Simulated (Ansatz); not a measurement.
HfO$_{2}$:
```
HfO2
1.0
    4.83816     0.00000     0.00000
    0.00000     4.83816     0.00000
    0.00000     0.00000     3.22031
Hf O
2 4
Direct
  0.00000   0.00000   0.00000
  0.50000   0.50000   0.50000
  0.19492   0.80508   0.50000
  0.80508   0.19492   0.50000
  0.69492   0.69492   0.00000
  0.30508   0.30508   0.00000
```

Relaxed with r²SCAN.

**Question.** Give the Bader charges and basin volumes of the independent atoms, DFT-r²SCAN in the program Ansatz with PAW potentials.

**Answer.** 

```tsv
atom	Bader charge (e)	Bader volume (Å³)
Hf1	+2.75	10.0
O3	-1.38	13.8
```

Space group P4_2/mnm (rutile). The first step of the workflow began from a Materials Project structure, measured or hypothetical; the Crystallography Open Database copy checked does not list it. It is not the phase usual at ambient conditions (space group No. 14, 29). The cell was relaxed with r²SCAN under the symmetry of its start; its stability against distortions is not shown here. The run is not spin-polarised. Scalar-relativistic: spin–orbit coupling is off unless named, which matters more the heavier the elements.

Potentials: the later of the program's two PAW sets.
